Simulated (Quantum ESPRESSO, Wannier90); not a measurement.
Tight-binding from DFT: Se (R-3)

Materials Project entry mp-147; symmetrised, unrelaxed at this level. COD (Crystallography Open Database) has the formula in 4 space groups, this one among them (matched by group alone). Computed values, not measurements, from PBEsol: Quantum ESPRESSO (norm-conserving PseudoDojo potentials, cutoff 69 Ry, no spin polarisation, no spin-orbit coupling) on a Γ-centred 4×4×4 mesh, then Wannier90. Density: 8×8×8 mesh, cold smearing 0.01 Ry. The cell is built of weakly bound layers, chains or molecules, whose nearest atoms lie 3.42 Å apart. Database cells relaxed without dispersion often hold them too far apart, which can enlarge gaps and weakens couplings between them; spacing and stacking were not compared with the measured crystal. Spin-orbit coupling, left out, would split the p-like bands by a few tenths of an eV.

On the energy scale of pw.x, whose zero is arbitrary, the valence-band maximum lies at 5.75 eV.

Input w.win:

```
num_bands = 37
num_wann = 24
exclude_bands = 1-30
num_iter = 1000
conv_tol = 1.0e-6
conv_window = 4
dis_num_iter = 1000
dis_conv_tol = 1.0e-6
dis_froz_max = 8.60
write_hr = true
write_u_matrices = true
begin projections
f=0.09012,0.24162,0.37271: s;p
f=-0.10234,-0.25078,-0.37248: s;p
f=-0.26339,-0.36100,-0.12029: s;p
f=0.26584,0.36834,0.12618: s;p
f=-0.15768,0.12445,-0.24949: s;p
f=0.14167,-0.12104,0.24338: s;p
end projections
begin unit_cell_cart
ang
    0.0000000000    0.0000000000    4.8395190000
   -5.6553249495   -3.2651033819   -1.6131730000
    5.6553249495   -3.2651033819   -1.6131730000
end unit_cell_cart
begin atoms_frac
Se   0.0927300000  0.2435900000  0.3668200000
Se  -0.0927300000 -0.2435900000 -0.3668200000
Se  -0.2740900000 -0.3668200000 -0.1232300000
Se   0.2740900000  0.3668200000  0.1232300000
Se  -0.1508600000  0.1232300000 -0.2435900000
Se   0.1508600000 -0.1232300000  0.2435900000
end atoms_frac
mp_grid = 4 4 4
begin kpoints
0.0000000000 0.0000000000 0.0000000000
0.0000000000 0.0000000000 0.2500000000
0.0000000000 0.0000000000 0.5000000000
... (61 more lines: the 4x4x4 mesh through Gamma)
end kpoints
```

Input of pw2wannier90.x that gives the overlap and projection files (equivalent; here they were cut from one run over all bands):

```
&inputpp
  outdir = './out'
  prefix = 'pwscf'
  seedname = 'w'
  write_amn = .true.
  write_mmn = .true.
/
```

Output w.wout (banner and timings cut):

```
                                    ------
                                    SYSTEM
                                    ------

                              Lattice Vectors (Ang)
                    a_1     0.000000   0.000000   4.839519
                    a_2    -5.655325  -3.265103  -1.613173
                    a_3     5.655325  -3.265103  -1.613173

                   Unit Cell Volume:     178.72557  (Ang^3)

                        Reciprocal-Space Vectors (Ang^-1)
                    b_1     0.000000  -0.641448   1.298308
                    b_2    -0.555511  -0.962172   0.000000
                    b_3     0.555511  -0.962172   0.000000

 *----------------------------------------------------------------------------*
 |   Site       Fractional Coordinate          Cartesian Coordinate (Ang)     |
 +----------------------------------------------------------------------------+
 | se   1   0.09273   0.24359   0.36682   |    0.69691  -1.99305  -0.53593    |
 | se   2  -0.09273  -0.24359  -0.36682   |   -0.69691   1.99305   0.53593    |
 | se   3  -0.27409  -0.36682  -0.12323   |    1.37758   1.60006  -0.53593    |
 | se   4   0.27409   0.36682   0.12323   |   -1.37758  -1.60006   0.53593    |
 | se   5  -0.15086   0.12323  -0.24359   |   -2.07449   0.39299  -0.53593    |
 | se   6   0.15086  -0.12323   0.24359   |    2.07449  -0.39299   0.53593    |
 *----------------------------------------------------------------------------*
                                ------------
                                K-POINT GRID
                                ------------

             Grid size =  4 x  4 x  4      Total points =   64

 *---------------------------------- MAIN ------------------------------------*
 |  Number of Wannier Functions               :                24             |
 |  Number of Objective Wannier Functions     :                24             |
 |  Number of input Bloch states              :                37             |
 |  Output verbosity (1=low, 5=high)          :                 1             |
 |  Timing Level (1=low, 5=high)              :                 1             |
 |  Optimisation (0=memory, 3=speed)          :                 3             |
 |  Length Unit                               :               Ang             |
 |  Post-processing setup (write *.nnkp)      :                 F             |
 |  Using Gamma-only branch of algorithms     :                 F             |
 *----------------------------------------------------------------------------*
 *------------------------------- WANNIERISE ---------------------------------*
 |  Total number of iterations                :              1000             |
 |  Number of CG steps before reset           :                 5             |
 |  Trial step length for line search         :             2.000             |
 |  Convergence tolerence                     :         0.100E-05             |
 |  Convergence window                        :                 4             |
 |  Iterations between writing output         :                 1             |
 |  Iterations between backing up to disk     :               100             |
 |  Write r^2_nm to file                      :                 F             |
 |  Write xyz WF centres to file              :                 F             |
 |  Write on-site energies <0n|H|0n> to file  :                 F             |
 |  Use guiding centre to control phases      :                 F             |
 |  Use phases for initial projections        :                 F             |
 *----------------------------------------------------------------------------*
 *------------------------------- DISENTANGLE --------------------------------*
 |  Using band disentanglement                :                 T             |
 |  Total number of iterations                :              1000             |
 |  Mixing ratio                              :             0.500             |
 |  Convergence tolerence                     :         1.000E-06             |
 |  Convergence window                        :                 3             |
 *----------------------------------------------------------------------------*
 *-------------------------------- PLOTTING ----------------------------------*
 |  Plotting Hamiltonian in WF basis          :                 T             |
 *----------------------------------------------------------------------------*

 *---------------------------------- K-MESH ----------------------------------*
 +----------------------------------------------------------------------------+
 |                    Distance to Nearest-Neighbour Shells                    |
 |                    ------------------------------------                    |
 |          Shell             Distance (Ang^-1)          Multiplicity         |
 |          -----             -----------------          ------------         |
 |             1                   0.277755                      6            |
 |             2                   0.362031                      6            |
 |             3                   0.456305                      6            |
 |             4                   0.481086                      6            |
 |             5                   0.534193                     12            |
 |             6                   0.555511                      6            |
 |             7                   0.663067                     12            |
 |             8                   0.668668                      6            |
       ... (lines left out)
 +----------------------------------------------------------------------------+
 | The b-vectors are chosen automatically                                     |
 | The following shells are used:                       1,  2                 |
 +----------------------------------------------------------------------------+
 |                        Shell   # Nearest-Neighbours                        |
 |                        -----   --------------------                        |
 |                          1               6                                 |
 |                          2               6                                 |
 +----------------------------------------------------------------------------+
 | Completeness relation is fully satisfied [Eq. (B1), PRB 56, 12847 (1997)]  |
 +----------------------------------------------------------------------------+
 |                  b_k Vectors (Ang^-1) and Weights (Ang^2)                  |
 |                  ----------------------------------------                  |
 |            No.         b_k(x)      b_k(y)      b_k(z)        w_b           |
 |            ---        --------------------------------     --------        |
 |             1         0.138878   -0.240543    0.000000     3.793358        |
 |             2        -0.138878   -0.240543    0.000000     3.793358        |
 |             3        -0.138878    0.240543    0.000000     3.793358        |
 |             4        -0.277755    0.000000    0.000000     3.793358        |
 |             5         0.138878    0.240543    0.000000     3.793358        |
 |             6         0.277755    0.000000    0.000000     3.793358        |
 |             7         0.000000   -0.160362    0.324577     1.582025        |
 |             8        -0.138878    0.080181    0.324577     1.582025        |
 |             9         0.138878    0.080181    0.324577     1.582025        |
 |            10         0.000000    0.160362   -0.324577     1.582025        |
 |            11         0.138878   -0.080181   -0.324577     1.582025        |
 |            12        -0.138878   -0.080181   -0.324577     1.582025        |
 +----------------------------------------------------------------------------+
 |                           b_k Directions (Ang^-1)                          |
 |                           -----------------------                          |
 |            No.           x           y           z                         |
 |            ---        --------------------------------                     |
 |             1         0.138878   -0.240543    0.000000                     |
 |             2        -0.138878   -0.240543    0.000000                     |
 |             3        -0.277755    0.000000    0.000000                     |
 |             4         0.000000   -0.160362    0.324577                     |
 |             5        -0.138878    0.080181    0.324577                     |
 |             6         0.138878    0.080181    0.324577                     |
 +----------------------------------------------------------------------------+

 Starting a new Wannier90 calculation ...

 Reading overlaps from w.mmn

 Reading projections from w.amn

 *------------------------------- DISENTANGLE --------------------------------*
 +----------------------------------------------------------------------------+
 |                              Energy  Windows                               |
 |                              ---------------                               |
 |                   Outer:   -9.67790  to   17.26379  (eV)                   |
 |                   Inner:   -9.67790  to    8.60000  (eV)                   |
 +----------------------------------------------------------------------------+
   Number of target bands to extract:   24

                   Unitarised projection of Wannier functions
                   ------------------------------------------
   A_mn = <psi_m|g_n> --> S = A.A^+ --> U = S^-1/2.A
   In dis_project... done
   Using an inner window (linner = T)
   In dis_proj_froz... done

                   Extraction of optimally-connected subspace
                   ------------------------------------------
 +---------------------------------------------------------------------+<-- DIS
 |  Iter     Omega_I(i-1)      Omega_I(i)      Delta (frac.)           |<-- DIS
 +---------------------------------------------------------------------+<-- DIS
       1      28.92962241      27.79677273       4.075E-02    <-- DIS
       2      27.79318227      27.65603062       4.959E-03    <-- DIS
       3      27.66270796      27.57804273       3.070E-03    <-- DIS
       4      27.58017609      27.53241565       1.735E-03    <-- DIS
       5      27.52956080      27.50460299       9.074E-04    <-- DIS
       6      27.49895294      27.48707110       4.323E-04    <-- DIS
       ... (lines left out)
      33      27.45078047      27.45080459      -8.788E-07    <-- DIS
      34      27.45078160      27.45080176      -7.343E-07    <-- DIS
      35      27.45078271      27.45079958      -6.144E-07    <-- DIS

             <<<      Delta < 1.000E-06  over  3 iterations     >>>
             <<< Disentanglement convergence criteria satisfied >>>

        Final Omega_I    27.45079958 (Ang^2)

 +----------------------------------------------------------------------------+

 Writing checkpoint file w.chk... done

 *------------------------------- WANNIERISE ---------------------------------*
 +--------------------------------------------------------------------+<-- CONV
 | Iter  Delta Spread     RMS Gradient      Spread (Ang^2)            |<-- CONV
 +--------------------------------------------------------------------+<-- CONV

 ------------------------------------------------------------------------------
 Initial State
  WF centre and spread    1  (  0.734588, -1.997237, -0.547658 )     1.07503906
  WF centre and spread    2  (  0.691189, -1.984406, -0.550669 )     1.85491645
  WF centre and spread    3  (  0.707319, -2.003315, -0.571778 )     1.90563482
  WF centre and spread    4  (  0.649567, -2.014449, -0.541000 )     1.88323992
  WF centre and spread    5  ( -0.683363,  2.024674,  0.509479 )     1.06698799
  WF centre and spread    6  ( -0.690918,  1.985342,  0.589263 )     1.84045583
  WF centre and spread    7  ( -0.756362,  2.005218,  0.572020 )     1.87798638
  WF centre and spread    8  ( -0.648378,  1.987870,  0.540794 )     1.86826741
  WF centre and spread    9  (  1.359482,  1.566821, -0.496886 )     1.07779704
  WF centre and spread   10  (  1.373034,  1.590896, -0.600532 )     1.83179113
  WF centre and spread   11  (  1.478268,  1.579987, -0.564870 )     1.82917924
  WF centre and spread   12  (  1.327036,  1.668867, -0.547725 )     1.89443826
  WF centre and spread   13  ( -1.367155, -1.607498,  0.491581 )     1.05568347
  WF centre and spread   14  ( -1.373010, -1.592015,  0.606399 )     1.82484250
  WF centre and spread   15  ( -1.470480, -1.581011,  0.564987 )     1.80879304
  WF centre and spread   16  ( -1.327105, -1.631102,  0.547825 )     1.88099523
  WF centre and spread   17  ( -2.104592,  0.405956, -0.555014 )     1.06121745
  WF centre and spread   18  ( -2.064455,  0.394235, -0.543684 )     1.84375568
  WF centre and spread   19  ( -2.034428,  0.375962, -0.532508 )     1.90692803
  WF centre and spread   20  ( -2.116773,  0.417322, -0.581756 )     1.85567555
  WF centre and spread   21  (  2.053559, -0.397988,  0.488530 )     1.07882165
  WF centre and spread   22  (  2.064326, -0.393771,  0.609684 )     1.83819002
  WF centre and spread   23  (  2.083442, -0.375610,  0.532162 )     1.89468722
  WF centre and spread   24  (  2.115635, -0.424914,  0.580339 )     1.85027779
  Sum of centres and spreads (  0.000426, -0.000166, -0.001018 )    39.90560116

      0     0.399E+02     0.0000000000       39.9056011640  <-- CONV
        O_D=      0.0056796 O_OD=     12.4491220 O_TOT=     39.9056012 <-- SPRD
 ------------------------------------------------------------------------------
      1    -0.185E+00     0.4548198054       39.7210207841  <-- CONV
        O_D=      0.0066347 O_OD=     12.2635865 O_TOT=     39.7210208 <-- SPRD
      2    -0.164E+00     0.5485972813       39.5570244754  <-- CONV
        O_D=      0.0068291 O_OD=     12.0993958 O_TOT=     39.5570245 <-- SPRD
      3    -0.639E-01     0.3460751478       39.4931704255  <-- CONV
        O_D=      0.0044792 O_OD=     12.0378917 O_TOT=     39.4931704 <-- SPRD
      4    -0.231E-01     0.2151492606       39.4701073384  <-- CONV
        O_D=      0.0038497 O_OD=     12.0154581 O_TOT=     39.4701073 <-- SPRD
      5    -0.176E-01     0.1528486733       39.4525204345  <-- CONV
        O_D=      0.0037900 O_OD=     11.9979309 O_TOT=     39.4525204 <-- SPRD
       ... (lines left out)
    100    -0.553E-02     0.0960653991       33.1272686525  <-- CONV
        O_D=      0.0025384 O_OD=      5.6739307 O_TOT=     33.1272687 <-- SPRD
       ... (lines left out)
    200    -0.438E-03     0.0259840250       32.9191432110  <-- CONV
        O_D=      0.0026615 O_OD=      5.4656822 O_TOT=     32.9191432 <-- SPRD
       ... (lines left out)
    300    -0.209E-04     0.0052239089       32.8996535809  <-- CONV
        O_D=      0.0027258 O_OD=      5.4461282 O_TOT=     32.8996536 <-- SPRD
       ... (lines left out)
    400    -0.149E-05     0.0016470586       32.8986907459  <-- CONV
        O_D=      0.0027381 O_OD=      5.4451531 O_TOT=     32.8986907 <-- SPRD
       ... (lines left out)
    417    -0.587E-06     0.0009231817       32.8986715963  <-- CONV
        O_D=      0.0027390 O_OD=      5.4451330 O_TOT=     32.8986716 <-- SPRD
    418    -0.832E-06     0.0008676966       32.8986707638  <-- CONV
        O_D=      0.0027392 O_OD=      5.4451320 O_TOT=     32.8986708 <-- SPRD
    419    -0.802E-06     0.0017425816       32.8986699617  <-- CONV
        O_D=      0.0027392 O_OD=      5.4451312 O_TOT=     32.8986700 <-- SPRD
             <<<     Delta < 1.000E-06  over  4 iterations     >>>
             <<< Wannierisation convergence criteria satisfied >>>
 Final State
  WF centre and spread    1  (  1.218321, -2.020126, -0.774978 )     1.34583942
  WF centre and spread    2  (  0.724358, -2.056534, -0.049130 )     1.39205036
  WF centre and spread    3  (  0.488426, -1.523072, -0.626415 )     1.40709680
  WF centre and spread    4  (  0.352163, -2.409701, -0.769245 )     1.33812041
  WF centre and spread    5  ( -0.724683,  2.056995,  0.049222 )     1.39200179
  WF centre and spread    6  ( -0.351982,  2.409453,  0.769356 )     1.33809321
  WF centre and spread    7  ( -1.218141,  2.019979,  0.775330 )     1.34583433
  WF centre and spread    8  ( -0.488372,  1.522990,  0.625809 )     1.40717307
  WF centre and spread    9  (  1.417309,  1.652796, -0.048672 )     1.39231553
  WF centre and spread   10  (  1.074709,  1.185301, -0.629619 )     1.40690874
  WF centre and spread   11  (  1.911355,  1.510430, -0.768138 )     1.33801730
  WF centre and spread   12  (  1.141403,  2.066497, -0.773322 )     1.34583727
  WF centre and spread   13  ( -1.417873, -1.653976,  0.048855 )     1.39222796
  WF centre and spread   14  ( -1.074812, -1.184928,  0.628270 )     1.40698974
  WF centre and spread   15  ( -1.911132, -1.510250,  0.768516 )     1.33806466
  WF centre and spread   16  ( -1.140901, -2.065857,  0.774042 )     1.34596192
  WF centre and spread   17  ( -2.358670, -0.044959, -0.775075 )     1.34581135
  WF centre and spread   18  ( -2.143207,  0.400896, -0.049133 )     1.39208338
  WF centre and spread   19  ( -1.563229,  0.338527, -0.626380 )     1.40710012
  WF centre and spread   20  ( -2.262882,  0.899950, -0.769178 )     1.33809154
  WF centre and spread   21  (  2.140335, -0.400960,  0.048701 )     1.39221970
  WF centre and spread   22  (  1.563790, -0.338215,  0.629297 )     1.40693705
  WF centre and spread   23  (  2.360059,  0.044827,  0.773555 )     1.34589611
  WF centre and spread   24  (  2.263741, -0.900022,  0.768184 )     1.33799820
  Sum of centres and spreads (  0.000084,  0.000042, -0.000149 )    32.89866996

         Spreads (Ang^2)       Omega I      =    27.450799579
        ================       Omega D      =     0.002739155
                               Omega OD     =     5.445131228
    Final Spread (Ang^2)       Omega Total  =    32.898669962
```
